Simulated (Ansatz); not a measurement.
Co2P (space group Pnma)

```
Co2P
1.0
    5.41458     0.00000     0.00000
    0.00000     3.46991     0.00000
    0.00000     0.00000     6.52652
Co P
8 4
Cartesian
  2.88273   2.60243   1.10904
  2.53185   0.86748   5.41748
  5.23914   0.86748   4.37229
  0.17544   2.60243   2.15422
  4.62697   0.86748   0.42363
  0.78761   2.60243   6.10289
  3.49491   2.60243   3.68688
  1.91968   0.86748   2.83963
  1.35622   0.86748   0.79055
  4.05837   2.60243   5.73596
  1.35108   2.60243   4.05381
  4.06351   0.86748   2.47270
```

The slice is a (100) plane (indices of the conventional cell) through the point (0.354, 0.250, 0.435) (fractional), spanned by u = [010] and v = [001] in vectors of this cell: u (3.47 Å) and v (6.53 Å, at 90° to u). It covers one period; positions are fractions (u, v).

The numbers are results of PBEsol (plane waves to 420 eV, PAW, scalar-relativistic; Ansatz, a first-principles code), not measurements. k mesh 7×11×6. These are valence fields of a PAW run, semicore shells included where kept as valence: close to a nucleus they are smooth pseudo fields. Co2P is run without spin polarisation. Co2P was relaxed with its symmetry unable to fall.

**Question.** Predict the map of the valence electron density on the slice.

**Answer.** 
```
|%#+:.    .:+#|
|++-.      .-+|
|-:..      ..:|
|::..      ..:|
|::..........:|
|:::........::|
|::::......:::|
|:::........::|
|:::........::|
|::...    ...:|
|:...      ...|
|::..      ..:|
|--:.      .:-|
|+=:.      .:=|
|==:.      .:=|
|--:........:-|
|:............|
|  ...::::... |
|  ..::::::.. |
|....::::::...|
|:::.::::::.::|
|++-::::::::-+|
|%#+:......:+#|
|@%*-.    .-*%|
```
Scale: ten equal steps from -0.76 (start of ' ') to 1.76 (end of '@'), in the order ' .:-=+*#%@'. Values: log₁₀ of the valence density in e/Å³. The map has 13 points along u (one character each, u = 0 at the left) and 24 along v (v = 0 in the bottom row). The scale is logarithmic, as a density can span decades between atoms and voids.
